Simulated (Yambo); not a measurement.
Yambo run on KIO$_{3}$ (space group R3c, No. 161). The wavefunctions are PBEsol (Quantum ESPRESSO, PseudoDojo norm-conserving, 84 Ry, no spin-orbit coupling) ones on a 2×2×2 mesh (34 occupied bands); a = b = c = 6.288 Å, α = β = γ = 59.93°.

Yambo input:

```
rim_cut
gw0
dyson
el_el_corr
HF_and_locXC
ppa
em1d
RandQpts= 1000000
RandGvec= 1 Ry
EXXRLvcs= 84 Ry
VXCRLvcs= 336 Ry
Chimod= "HARTREE"
% BndsRnXp
 1 | 326 |
%
NGsBlkXp= 8 Ry
% LongDrXp
 1.0 | 1.0 | 1.0 |
%
PPAPntXp= 27.2114 eV
% GbndRnge
 1 | 326 |
%
GTermKind= "none"
DysSolver= "n"
ExtendOut
% QPkrange
 1 | 1 | 34 | 35 |
%
```

k points by index: 1 = Γ.

The o-*.qp file then holds:

```
#    K-point    Band    Eo [eV]    E [eV]    E-Eo [eV]    Vxc [eV]    Vnlxc [eV]    Sc|Eo [eV]    Sc|E [eV]    dSc/dw|Eo [eV]    Re(Z)    Im(Z)
#
    1    34    0.000000    -0.681938    -0.681938    -17.14922    -20.68529    2.678456    2.854132    -7.009022    0.795178    -0.001252
    1    35    2.856598    3.858950    1.002352    -13.71771    -9.913698    -2.579747    -2.801663    -6.024018    0.818745    -0.001129
```
(The two width columns are left out.) Convergence of these settings isn't established.

Geometry of the Materials Project entry, not relaxed at this level.

The structure is a Materials Project entry; no match was found in the copy of COD used, and its stability was not checked.
